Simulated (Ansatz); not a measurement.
ZrSn3O8 on the sites of monoclinic HfO2 (relaxed group P2), relaxed with r2SCAN. The symmetry is P2 (No. 3, monoclinic); conventional cell a = 4.826 Å, b = 5.724 Å, c = 5.230 Å, β = 91.1°, 12.04 Å³ an atom. Around Zr lie 6 O at 2.04–2.20 Å; around Sn lie 6 O at 2.04–2.12 Å; around Sn lie 6 O at 2.05–2.12 Å; around Sn lie 6 O at 2.02–2.11 Å; around O lie 1 Zr at 2.04 Å and 2 Sn at 2.05–2.11 Å; around O lie 2 Sn at 2.04–2.12 Å and 1 Zr at 2.09 Å; around O lie 3 Sn at 2.05–2.12 Å; around O lie 2 Sn at 2.02–2.05 Å and 1 Zr at 2.20 Å.

```
Zr Sn O
1.0
     5.21280    0.04798    0.42322
     0.04820    4.82573    0.00575
    -0.46321   -0.00218    5.70557
Zr Sn O
1 3 8
Direct
  0.25000 0.50000 0.68339
  0.75000 0.00000 0.83275
  0.75000 0.50000 0.32907
  0.25000 0.00000 0.17226
  0.42483 0.78119 0.89321
  0.58193 0.27128 0.60380
  0.57314 0.23576 0.10264
  0.42078 0.72722 0.39162
  0.07922 0.27278 0.39162
  0.92686 0.76424 0.10264
  0.91808 0.72872 0.60380
  0.07517 0.21881 0.89321
```

3 runs of the plane-wave code Ansatz on this cell differ in the functional (and in the settings that go with it). Levels are in eV from each run's valence top; v1 is the last filled band, c1 the first empty one.

Run A, mean stress -1.8 GPa (compression positive):
```tsv
point	v2	v1	c1	c2
Γ	-0.08	-0.05	4.92	7.24
Z	-0.21	-0.05	6.60	7.36
D	-0.36	-0.21	6.86	7.63
B	-0.16	-0.11	6.80	6.89
A	-0.25	-0.19	7.09	7.16
E	-0.44	-0.35	7.17	7.32
```

Run B, mean stress 0.0 GPa (compression positive):
```tsv
point	v2	v1	c1	c2
Γ	-0.09	-0.06	3.13	5.24
Z	-0.24	-0.08	4.68	5.39
D	-0.36	-0.20	4.88	5.61
B	-0.18	-0.15	4.86	4.92
A	-0.23	-0.18	5.14	5.18
E	-0.43	-0.32	5.18	5.32
```

Run C, mean stress -1.7 GPa (compression positive):
```tsv
point	v2	v1	c1	c2
Γ	-0.08	-0.05	4.19	6.46
Z	-0.21	-0.05	5.83	6.59
D	-0.35	-0.21	6.09	6.85
B	-0.15	-0.12	6.03	6.12
A	-0.25	-0.19	6.32	6.39
E	-0.44	-0.35	6.39	6.55
```

Problem. Match the runs to r2SCAN, HSE06, PBE0.

Solution. A is PBE0, B is r2SCAN, C is HSE06. In order of the gap: r2SCAN 3.13, HSE06 4.19, PBE0 4.92 eV. The stress vanishes for r2SCAN, which relaxed the cell.

Simulation only: spin-unpolarised, and no claim that this is the phase found in nature.

The runs are scalar-relativistic, without spin-orbit coupling.

The program warns that its thresholds are loose for a hybrid's stress.

The meshes of the hybrids are coarse, so their gaps aren't converged to the digits shown.
